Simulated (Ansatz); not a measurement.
# Piezoelectric tensor of Al$_{5}$GaAs$_{6}$

The calculation used DFT PBE, scalar-relativistic, plane waves, PAW (Ansatz). Settings: 420 eV plane-wave cutoff, Γ-centred 6×6×4 mesh, fixed occupations. No spin polarisation.

Equilibrium structure at this level:
```
CELL_PARAMETERS angstrom
7.00254 0.00000 0.00000
-3.50127 6.06438 0.00000
0.00000 0.00000 6.64909
ATOMIC_POSITIONS crystal
Al 0.33364 0.33364 0.99943
Al 0.00000 0.66636 0.99943
Al 0.66636 0.00000 0.99943
Al 0.66667 0.33333 0.49996
Al 0.33333 0.66667 0.49996
Ga 0.00000 0.00000 0.50060
As 0.33414 0.33414 0.37375
As 0.00000 0.66586 0.37375
As 0.66586 0.00000 0.37375
As 0.66667 0.33333 0.87397
As 0.33333 0.66667 0.87397
As 0.00000 0.00000 0.87600
```

It was reached by relaxing an invented guess, and it needn't be the stable form of this composition.

Problem. Give the relaxed-ion proper piezoelectric stress tensor e_iJ (C/m², Voigt columns xx yy zz yz xz xy).

Solution.
```
x    0.020 -0.020  0.000  0.000  0.023  0.000
y    0.000  0.000  0.000  0.023  0.000 -0.020
z    0.023  0.023 -0.112  0.000  0.000  0.000
```
Signs follow the orientation of the cell as given.

Problem. With the elastic constants (GPa, Voigt order)
C11 = 123.0, C12 = 43.8, C13 = 30.1, C15 = -0.2, C22 = 123.0, C23 = 30.1, C25 = 0.2, C33 = 140.8, C44 = 32.0, C46 = 0.2, C55 = 32.0, C66 = 39.6 GPa; the others vanish.
find the strain coefficients d = e·C⁻¹ (pC/N).

Solution.
```
x    0.26 -0.26  0.00  0.00  0.72  0.00
y    0.00  0.00  0.00  0.72  0.00 -0.51
z    0.30  0.30 -0.93  0.00  0.00  0.00
```
